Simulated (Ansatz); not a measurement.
# Run on VRu (Pm-3m) — field of 200 T on the spins

Method: Ansatz, DFT, LDA, PAW with Ansatz's default frozen-core files, scalar-relativistic.

Command: `ansatz run input.yaml --threads 1 --pin off --max-ram 3072MiB --backend cpu --events-out ev --progress --plain --runs-dir out`

```yaml
crystal:
  lattice:
    - [2.99, 0.0, 0.0]
    - [0.0, 2.99, 0.0]
    - [0.0, 0.0, 2.99]
  atoms:
    - { symbol: V, position: [0.5, 0.5, 0.5], spin: 0.05 }
    - { symbol: Ru, position: [0.0, 0.0, 0.0] }
magnetization:
  spin_polarized: true
  magnetic_field: 200
kpoints:
  mp_grid: { grid: [10, 10, 10] }
scf:
  occupations: { method: fermi_dirac, width: 0.1 }
  convergence: { dr2_threshold: 1.0e-10 }
  lower_state_search: "off"
hamiltonian:
  xc: lda
  pseudopotentials: { kind: paw }
output:
  forces: true
  stress: true
  eigenvalues: true
```

Log:

```
Engine: ansatz 0.2.0
Pseudopotentials: kind: paw
Pseudopotential: V, paw, valence charge 13, recommended cutoff 420 eV (normal), V.paw.azcp
Pseudopotential: Ru, paw, valence charge 16, recommended cutoff 420 eV (normal), Ru.paw.azcp
Functional definition: SPW92
  exchange = slater_x
  correlation = pw_c
Crystal: 2 atoms, lattice volume = 26.731 Å³
Basis set: ecut = 420 eV, 485 PW (Γ)
Bands: 19, of which v1, the nominal top of the filled ones, is band 15 counted from 1 (14 counted from 0)
Symmetry: 48 space group operations
Space group: Pm-3m (ITA 221), of the structure as read, at distance tolerance 3.0e-5 Å
Magnetic group: BNS 221.92 (UNI 1594), of the structure as read, at distance tolerance 3.0e-5 Å
k-points: 56 of 1000
Non-local potential: V, projectors of the file, l = 0: 3, l = 1: 2, l = 2: 3, l = 3: 1
Non-local potential: Ru, projectors of the file, l = 0: 3, l = 1: 2, l = 2: 2, l = 3: 1
PAW form: soft (Blöchl's): semilocal exchange-correlation on the pseudo side does not see the compensation charge
PAW frozen core: V, regenerated for the run's functional, and the local potential with it (the file was generated under x = pbe(κ = 0.804, μ = 0.2195149727645171), c = pbe(β = 0.06672455060314922))
PAW frozen core: Ru, regenerated for the run's functional, and the local potential with it (the file was generated under x = pbe(κ = 0.804, μ = 0.2195149727645171), c = pbe(β = 0.06672455060314922))
PAW one-centre angular grid: V, 590 points (default); XC on 64 Gauss nodes
PAW one-centre angular grid: Ru, 590 points (default); XC on 64 Gauss nodes
Initial density: superposition of atomic densities (chi_scale 0.1, normalization cell)
Starting moments: Σ|m| = 0.05 μB on 1 of 2 sites
Magnetic field: 200 T along the axis of the moments, on the spin alone (11.5768 meV per μB along it)
Initial wavefunctions: pseudopotential atomic-orbital guess
Functional: x = slater, c = lda
SCF iter   1: F=—  HF=-8621.136094 eV  |F-HF|=—  |Δ(HF+E_count)|=         —  Δρ=9.01e-2 (↑8.98e-2 ↓9.01e-2)  dr2=1.21e1  dr2_m=4.75e-5  M=0.058 μB ∫|m|=0.058 μB  β_m=1.00  ethr=3.10e-3  ⟨swp⟩=5.0  Hψ=8506  notcnv=0
preconditioner: auto → none  [metal: Δε(μ)=0.011 eV  Ē_g=4.845 eV  σ=0.100 eV  W_gap=0.03  n_scr=6 (ndim 8)  ℏωp=25.9 eV  f_vac=0.000  D(μ)=2.38/eV (n_scr^D=26)  sad-step TF]
SCF iter   2: F=—  HF=-8619.709171 eV  |F-HF|=—  |Δ(HF+E_count)|=    1.43e0  Δρ=4.50e-2 (↑4.47e-2 ↓4.50e-2)  dr2=1.76e0  dr2_m=3.38e-5  M=0.067 μB ∫|m|=0.067 μB  β_m=1.00  ethr=3.10e-3  ⟨swp⟩=2.1  Hψ=4434  notcnv=0
[...]
SCF iter  17: F=—  HF=-8619.177098 eV  |F-HF|=—  |Δ(HF+E_count)|=  2.75e-10  Δρ=1.03e-6 (↑9.45e-7 ↓1.03e-6)  dr2=1.07e-9  dr2_m=1.14e-11  M=0.194 μB ∫|m|=0.200 μB  β_m=0.75  ethr=2.95e-12  ⟨swp⟩=2.0  Hψ=3683  notcnv=0
SCF iter  18: F=—  HF=-8619.177098 eV  |F-HF|=—  |Δ(HF+E_count)|=  1.44e-10  Δρ=5.65e-7 (↑5.65e-7 ↓2.06e-7)  dr2=2.31e-10  dr2_m=9.32e-12  M=0.194 μB ∫|m|=0.200 μB  β_m=0.69  ethr=2.95e-12  ⟨swp⟩=2.4  Hψ=3317  notcnv=0
SCF iter  19: F=-8619.177098 eV  HF=-8619.177098 eV  |F-HF|=5.46e-12  |Δ(HF+E_count)|=  1.82e-12  Δρ=1.28e-7 (↑1.28e-7 ↓4.73e-8)  dr2=4.64e-12  dr2_m=1.28e-12  M=0.194 μB ∫|m|=0.200 μB  ethr=1.00e-12  ⟨swp⟩=3.4  Hψ=5924  notcnv=0
SCF 1 converged in 19 iterations: F = -8619.177098 eV  dr2 = 4.64e-12
  greatest PAW one-centre occupation: 1.000 electrons in one spin orbital (limit 2), on the V atom at site 0 (counted from 0), in its partial waves of l = 0
SCF converged after 19 iterations
Magnetization: 0.1939 μB (14.5970 up, 14.4030 down)
Absolute magnetization: 0.2003 μB (∫|ρ↑−ρ↓|, with the PAW one-centre terms)
Spin contamination: 0.0009 ħ² per cell (⟨S²⟩ above its minimum at these occupations)
Per-site moments (μB) at R_I (Å): [(0.16425299277500058, 1.068134082392632), (0.007330245682944137, 1.068134082392632)]
Free energy (F): -8619.177098 eV
Harris-Foulkes:  -8619.177098 eV  (|F-HF|=5.46e-12)
Internal energy: -8619.074973 eV  (E = F + TS)
E sigma→0 (E₀):  -8619.126035 eV
Entropy (-TS):   -0.102125 eV (-51.062 meV/atom)
Fermi energy:    20.660223 eV
--- Per-component energies (eV) ---
  E_band       = -206.690680
  E_kinetic    = 850.711873
  E_local      = -2160.003874  (includes V_loc(G=0)·N_el)
  E_nonlocal   = 306.452544
  E_hartree    = 811.248857
  E_xc         = -319.345870
  E_vxc        = -404.402220  (∫ρ·V_xc dr)
  E_paw        = -4402.092240  (= ΣΔE_a)
  E_vpaw       = -421.944517  (= ΣTr[D̂ρ^β])
  E_aug_tail   = 0.000026  (compensation charges beyond the density's cutoff)
  E_zeeman     = -0.002245  (= −μ_B·B·M)
  E_ewald      = -3706.961879
  E_core_change = 0.917835  (= ΣΔE_core)
  E_smearing   = -0.102125  (= −TS)
  E_closure    = 0.000000  (closes the sum)
  Σ components = -8619.177098   (vs F -8619.177098, Δ=0.00e0)
--- Forces (eV/Å), atoms counted from 1 ---
  atom   1  V      0.00000000    -0.00000000    -0.00000000
  atom   2  Ru    -0.00000000    -0.00000000    -0.00000000
  max |Σ_I F_I| component: 4.64e-29 eV/Å
--- Stress (GPa, compression-positive) ---
      -10.771263       0.000000       0.000000
       -0.000000     -10.771263       0.000000
        0.000000       0.000000     -10.771263
  P = ⅓ Tr σ = -10.7713 GPa (-107.713 kbar)
--- Band table (eV; the first three rows and the last of 112) ---
  k-point 0 ↑: bands = ["-52.4463", "-43.6043", "-22.4334", "-22.4334", "-22.4334", "-17.6611", "-17.6611", "-17.6611", "12.6243", "14.8953", "14.8953", "18.5252", "18.5252", "18.5252", "21.2536", "21.2536", "22.8816", "22.8816", "22.8816"]
  k-point 1 ↑: bands = ["-52.4446", "-43.6032", "-22.4500", "-22.4298", "-22.4298", "-17.6813", "-17.6630", "-17.6630", "12.8398", "15.0001", "15.0560", "18.4991", "18.4991", "18.6033", "21.0689", "21.3215", "22.5352", "22.5352", "22.7667"]
  k-point 2 ↑: bands = ["-52.4402", "-43.6006", "-22.4934", "-22.4204", "-22.4204", "-17.7338", "-17.6680", "-17.6680", "13.4474", "15.3051", "15.4958", "18.4410", "18.4410", "18.8296", "20.5576", "21.5082", "21.7732", "21.7732", "22.4451"]
  k-point 55 ↓: bands = ["-52.3690", "-43.3697", "-22.5442", "-22.5442", "-22.5442", "-17.6547", "-17.6547", "-17.6547", "16.4667", "16.4667", "16.4667", "18.5606", "18.5606", "18.5606", "20.9812", "20.9812", "22.3467", "22.3467", "30.2906"]
```

Site moments (μB): V1 0.16, Ru2 0.01. Cell moment 0.19 μB.

The magnetic group in the log treats spin as a scalar label, without spin–orbit coupling.

The PAW files were made with PBE; the program remakes their cores once for the run's functional and then keeps them frozen. The Ansatz runs typed with the search for lower states off end where their start leads. These are results for the start and cell typed. The real compound can order otherwise, in a larger cell, or not at all, since semilocal functionals at zero temperature often overstate magnetism.

It took 4.8 s on 1 thread of Arm Neoverse V2 (shared host), peak memory 0.31 GiB.
